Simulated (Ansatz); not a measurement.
Hf3As:
```xyz
32
Lattice="7.7098 2.6943 0.0000 -7.7098 2.6943 0.0000 -0.0877 0.0000 15.3518" Properties=species:S:1:pos:R:3 pbc="T T T"
Hf     6.4020     2.4816     4.7290
Hf    -6.4897     2.9069    10.6228
Hf    -6.4458     2.4816     2.9469
Hf     6.3582     2.9069    12.4048
Hf     0.8633     2.7932     5.1172
Hf    -0.9510     2.5953    10.2346
Hf    -0.9071     2.7932     2.5587
Hf     0.8194     2.5953    12.7930
Hf     3.6524     3.8282     6.2209
Hf    -3.7401     1.5603     9.1309
Hf    -3.6962     3.8282     1.4550
Hf     3.6085     1.5603    13.8967
Hf    -2.4347     3.8994     7.5129
Hf     2.3470     1.4891     7.8388
Hf     2.3908     3.8994     0.1629
Hf    -2.4785     1.4891    15.1888
Hf     0.7173     4.0563     7.9320
Hf    -0.8050     1.3322     7.4198
Hf    -0.8488     4.0563    15.0957
Hf     0.7611     1.3322     0.2561
Hf     3.5326     4.1228    12.3047
Hf    -3.6203     1.2658     3.0470
Hf    -3.6642     4.1228    10.7229
Hf     3.5765     1.2658     4.6289
As     1.8256     2.9315    10.2489
As    -1.9132     2.4570     5.1029
As    -1.9571     2.9315    12.7788
As     1.8694     2.4570     2.5730
As    -6.4486     2.8077     5.7088
As     6.3609     2.5808     9.6430
As     6.4048     2.8077     1.9671
As    -6.4924     2.5808    13.3847
```

This is the r²SCAN-relaxed structure.

Q: All from the program Ansatz at the r²SCAN level (PAW), unless another level is named. Estimate the electronic character.

A: metallic (no gap).

Q: And the density of states at the Fermi level?

A: 0.50 states/eV per atom (mean over ±0.08 eV).

Space group C2/c. The first step of the workflow began from a Materials Project structure, measured or hypothetical; the Crystallography Open Database files this formula in space group No. 15, but the cells were not matched. Whether it is the stable phase at ambient conditions was not checked. The cell was relaxed with r²SCAN under the symmetry of its start; whether a distortion lowers the energy is not shown. The run is not spin-polarised. Spin–orbit coupling is left out wherever it is not named.

Potentials: the later of the program's two PAW sets.
